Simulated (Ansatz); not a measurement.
## Data sheet: AlV$_{2}$C (DFT)

AlV$_{2}$C:
```
CELL_PARAMETERS angstrom
      2.88763     0.00000     0.00000
     -1.44382     2.50076     0.00000
      0.00000     0.00000    13.11702
ATOMIC_POSITIONS crystal
  Al 0.33333 0.66667 0.25000
  Al 0.66667 0.33333 0.75000
  V  0.33333 0.66667 0.58551
  V  0.66667 0.33333 0.41449
  V  0.66667 0.33333 0.08551
  V  0.33333 0.66667 0.91449
  C  0.00000 0.00000 0.00000
  C  0.00000 0.00000 0.50000
```

Space group P6_3/mmc (No. 194); conventional cell a = b = 2.8876 Å, c = 13.1170 Å, α = β = 90.00°, γ = 120.00°.

Method: r²SCAN (plane waves, PAW; program Ansatz). Structure relaxed to zero pressure with the same functional. Other levels are named where they apply.

Cell and energy:

```
Quantity                                                       Value
-----------------------------------------------------  -------------
Volume per atom                                             11.84 Å³
Density                                                   4.94 g/cm³
Formation energy from the elements (no fitted shifts)  -0.59 eV/atom
```

Electronic structure:

```
Item                                                                        Result
------------------------------------  --------------------------------------------
Electronic character                                             metallic (no gap)
Density of states at the Fermi level  0.64 states/eV per atom (mean over ±0.08 eV)
```

Mechanics:

```
Property                                                                                      Result
--------------------------------------------  ------------------------------------------------------
Bulk modulus (Birch–Murnaghan fit)                                                           184 GPa
Pressure derivative B′                                                                           4.2
Elastic constants (relaxed ions, GPa)         C11 = 352, C12 = 91.7, C13 = 107, C33 = 348, C44 = 159
Mechanical stability                                          stable (all eigenvalues of C positive)
Hill bulk and shear moduli                                                           185 and 138 GPa
Young's modulus                                                                              332 GPa
Poisson's ratio                                                                                 0.20
Debye temperature from the elastic constants                                                   763 K
```

Phonons:

```
Property                                        Value
-----------------------------  ----------------------
Highest zone-centre frequency               20.96 THz
Zone-centre stability          no imaginary mode at Γ
```

Charges:

```
Quantity                             Result
-------------  ----------------------------
Bader charges  Al -0.32, V +1.04, C -1.77 e
```

Symmetry was held in the r²SCAN relaxation. No spin polarisation was allowed. As this level gives no gap, shear constants depend on the k-mesh and smearing (Fermi–Dirac, 0.1 eV here). As this level gives no gap, phonon frequencies hold no LO–TO term and depend on the k-mesh and smearing (Fermi–Dirac, 0.1 eV here). The references are the lowest solids computed at this level, not always the standard phases.

Potentials: the earlier of the program's two PAW sets. The files were generated under PBE; for other functionals the program regenerates the frozen cores, and for LDA and PBEsol the local potential too.
